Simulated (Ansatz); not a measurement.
Al₂Au:
```yaml
crystal:
  lattice:
    - [0.00000, 2.97776, 2.97776]
    - [2.97776, 0.00000, 2.97776]
    - [2.97776, 2.97776, 0.00000]
  atoms:
    - { symbol: Al, position: [0.25000, 0.25000, 0.25000] }
    - { symbol: Al, position: [0.75000, 0.75000, 0.75000] }
    - { symbol: Au, position: [0.00000, 0.00000, 0.00000] }
```

Relaxed with LDA. Special points in fractions of this cell's reciprocal vectors: Γ (0.000, 0.000, 0.000); X (0.500, 0.000, 0.500); U (0.625, 0.250, 0.625); K (0.375, 0.375, 0.750); L (0.500, 0.500, 0.500); W (0.500, 0.250, 0.750).

### Question
List the band energies nearest the Fermi level at these points for DFT-LDA in the program Ansatz with PAW potentials.

### Answer
In eV from the Fermi level; about four levels below and three above (degenerate sets whole), none deeper than 8.9 eV; points with the same levels are listed once.

| k | below | above |
|---|---|---|
| Γ | -6.74 -6.74 -6.74 -5.75 -5.75 | 2.27 2.93 2.93 2.93 |
| X | -5.43 -5.13 -2.16 -2.16 | 1.36 2.09 7.65 |
| U | -5.64 -4.68 -3.44 -1.40 | 1.89 4.40 6.07 |
| L | -6.49 -6.49 -5.62 -5.62 -5.57 | 0.34 0.34 3.27 |
| W | -5.30 -4.08 -4.08 -2.22 | 4.19 4.19 5.25 |

Space group Fm-3m (fluorite or antifluorite type). The LDA relaxation kept the symmetry of its start. Spin–orbit coupling is left out wherever it is not named.

Potentials: the earlier of the program's two PAW sets. The files were generated under PBE; for other functionals the program regenerates the frozen cores, and for LDA and PBEsol the local potential too.
